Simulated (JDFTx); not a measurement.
Ag(111) slab cut from bulk Ag (space group Fm-3m, indices of the conventional cell, lattice of the Materials Project entry mp-124, not re-optimised): 3 atoms in 3 planes, a 1x1 cell of 7.29 Å² (|a| = 2.902, |b| = 2.902 Å), 4.8 Å between the outermost planes, cell height 20.7 Å, 8×8×1 k mesh, Fermi smearing 0.01 Ha, no spin polarisation.

All numbers are PBE, GBRV ultrasoft potentials, plane waves to 20/100 Ha results from a modified build of JDFTx, not measurements. Liquid: linear PCM (GLSSA13), water, 0.5 M KF. The neutral cell holds 57 valence electrons and has two faces of 7.294 Å² each. Last filling lines of the neutral and of a charged run (μ in hartree, zero in the bulk liquid):

```
FillingsUpdate:  mu: -0.158622680  nElectrons: 57.000000
FillingsUpdate:  mu: -0.133768000  nElectrons: 57.085158
```

A calculation by hand: both potentials, by the convention U = −μ/e − 4.44 V vs SHE, the surface charge density and the mean capacitance.

U_pzc = 0.15862 × 27.2114 − 4.44 = -0.12 V; U = 0.13377 × 27.2114 − 4.44 = -0.80 V. The cell has 0.0852 excess electrons, a net charge of -0.0852 e, shared by two faces: σ = -0.0852 e / (2 × 7.294 Å²) = -0.00584 e/Å² = -9.4 μC/cm² (1 e/Å² = 1602.18 μC/cm²). C = σ/(U − U_pzc) = -9.4/-0.68 ≈ 14 μF/cm².
